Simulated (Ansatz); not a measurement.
Start of a relaxation, O put at a top W site (W, Fm-3m (No. 225), (1 1 0) face):

```
W O
1.0
     2.84056    0.00000    0.00000
     0.00000    4.01715    0.00000
     0.00000    0.00000   26.10139
W O
6 1
Direct
  0.50000 0.50000 0.32565
  0.00000 0.00000 0.38007
  0.50000 0.50000 0.43448
  0.00000 0.00000 0.48681
  0.50000 0.50000 0.54407
  0.00000 0.00000 0.58377
  0.00000 0.00000 0.67112
```

Theory: DFT r2SCAN, scalar-relativistic, plane waves, PAW in Ansatz. Settings: cutoff 500 eV, Γ-centred mesh 10×7×1 on the computed 7-atom cell, Gaussian smearing of 0.10 eV; no spin polarisation. A dipole correction removes the field between periodic images along c.

Atoms 1, 2, 3 (counted from 1) are held. The cell is fixed. Force threshold 0.03 eV/Å.

Task: Where does it end?

Result: The energy falls by 3.684 eV in 6 steps, to:

```xyz
7
Lattice="2.8406 0.0000 0.0000 0.0000 4.0172 0.0000 0.0000 0.0000 26.1014" Properties=species:S:1:pos:R:3 pbc="T T T"
W     1.4203    2.0086    8.5000
W     0.0000    0.0000    9.9203
W     1.4203    2.0086   11.3406
W     0.0000    0.0000   12.8058
W     1.4203    2.0086   14.3274
W     0.0000    0.0000   15.8038
O     0.0000    0.0000   17.4923
```

The end is the local minimum or symmetric point that this start leads to. The slab is only 7.1 Å thick, so the energy isn't converged with thickness.

Spin–orbit coupling is left out, which can shift energies with elements as heavy as these. Spin polarisation was left out, and a magnetic state may lie lower.

The reference crystal is the fcc form of W, which isn't its usual structure.

Cost: 1 run of about 7.6 core-minutes, on Intel Xeon 6975P-C (Granite Rapids) (shared hosts).